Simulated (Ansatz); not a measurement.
Relaxed-ion elastic tensor of Si in space group Fd-3m (No. 227; Si on 8a, Si on 32e, Si on 96g) in GPa (Voigt order), the program Ansatz at the r²SCAN level (PAW); density 2.00 g/cm³, 23.30 Å³ per atom.

```
 115  42.6  42.6   0.0   0.0   0.0
42.6   115  42.6   0.0   0.0   0.0
42.6  42.6   115   0.0   0.0   0.0
 0.0   0.0   0.0  45.9   0.0   0.0
 0.0   0.0   0.0   0.0  45.9   0.0
 0.0   0.0   0.0   0.0   0.0  45.9
```

Is the crystal mechanically stable?

Yes: the smallest eigenvalue of C is 45.9 GPa.

Work out the Voigt, Reuss and Hill averages.

K_V = 66.7, K_R = 66.7, K_H = 66.7; G_V = 42.0, G_R = 41.4, G_H = 41.7 GPa.

Give Young's modulus, Poisson's ratio, Pugh's ratio and the universal anisotropy index.

E = 9KG/(3K + G) = 104 GPa; ν = 0.24; K/G = 1.60 (brittle by the Pugh limit of 1.75); A_U = 5G_V/G_R + K_V/K_R − 6 = 0.07.

Estimate the sound speeds and the Debye temperature.

v_l = √((K + 4G/3)/ρ) = 7820 m/s, v_t = √(G/ρ) = 4570 m/s, mean 5060 m/s; Θ = (h/k)(3n/4πV)^(1/3) v_m = 528 K.

Give the Zener ratio and Young's modulus along [100], [110] and [111].

A = 2C44/(C11 − C12) = 1.27; 1/E = S11 − 2(S11 − S12 − S44/2)Γ with Γ = 0, 1/4, 1/3 gives 92.0, 106, 112 GPa.

The workflow started from a Materials Project entry (that database holds measured and hypothetical structures alike). Its sites differ from those of the usual phase in this space group: another stacking or structure type. Symmetry was held in the r²SCAN relaxation; its stability against distortions is not shown here.

Potentials: the later of the program's two PAW sets.
